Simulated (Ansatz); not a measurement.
AlPt:
```
CELL_PARAMETERS angstrom
      3.06624     0.00000     0.00000
      0.00000     3.06624     0.00000
      0.00000     0.00000     3.06624
ATOMIC_POSITIONS crystal
  Al 0.00000 0.00000 0.00000
  Pt 0.50000 0.50000 0.50000
```

Relaxed with r²SCAN. Special points in fractions of this cell's reciprocal vectors: Γ (0.000, 0.000, 0.000); X (0.000, 0.500, 0.000); M (0.500, 0.500, 0.000); R (0.500, 0.500, 0.500).

**Question.** List the band energies nearest the Fermi level at these points for r²SCAN (plane waves, PAW; program Ansatz).

**Answer.** In eV from the Fermi level; about four levels below and three above (degenerate sets whole), none deeper than 8.9 eV; points with the same levels are listed once.

```csv
k,below,above
Γ,-6.07 -6.07 -2.85 -2.85 -2.85,4.21 4.21 4.21
X,-4.39 -4.39 -2.64 -0.98,6.32 9.08 9.08
M,-4.02 -4.02 -3.40 -3.40 -1.53,1.10 3.96 9.30
R,-6.99 -6.99 -6.99 -1.45 -1.45,1.23 1.84 1.84 1.84
```

Space group Pm-3m (CsCl type). The first step of the workflow began from a Materials Project structure, measured or hypothetical; the Crystallography Open Database copy checked does not list it. With Al and Pt taken as one species the cell has the higher symmetry Im-3m, so it may be an ordered model of a mixed-site phase. Its standing as an ambient phase is unchecked. The cell was relaxed with r²SCAN under the symmetry of its start; of distortions, only those at the zone centre were tested. The run is not spin-polarised. Spin–orbit coupling is left out wherever it is not named.

Potentials: the later of the program's two PAW sets.
